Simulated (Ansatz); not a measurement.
One stationary structure of InAs. Space group P6₃mc (No. 186), AFLOW prototype AB_hP12_186_a2b_a2b (B6, as in SiC). Calculation: r2SCAN (plane waves to 500 eV, PAW, scalar-relativistic; Ansatz, a program for electronic structure).

```xyz
12
Lattice="4.3160 0.0000 0.0000 -2.1580 3.7378 0.0000 0.0000 0.0000 21.1916" Properties=species:S:1:pos:R:3 pbc="T T T"
In     0.0000     0.0000    21.1874
In     0.0000     0.0000    10.5916
In     2.1580     1.2459    17.6510
In     0.0000     2.4918     7.0552
In     2.1580     1.2459     3.5283
In     0.0000     2.4918    14.1241
As     0.0000     0.0000    18.5338
As     0.0000     0.0000     7.9380
As     2.1580     1.2459    15.0070
As     0.0000     2.4918     4.4112
As     2.1580     1.2459     0.8845
As     0.0000     2.4918    11.4802
```

### Question
Give the band gap at the level r2SCAN.

### Answer
0.10 eV, direct at Γ (no spin-orbit coupling).

No spin polarisation in the result.

The run could not lose the symmetry of its start.

The first start was generated by placing the elements on the sites of a structure type. Materials Project lists a structure of InAs in the same space group, P6₃mc (No. 186); the sites were not compared with it, nor with measured phases. Known forms of InAs include space group No. 216.
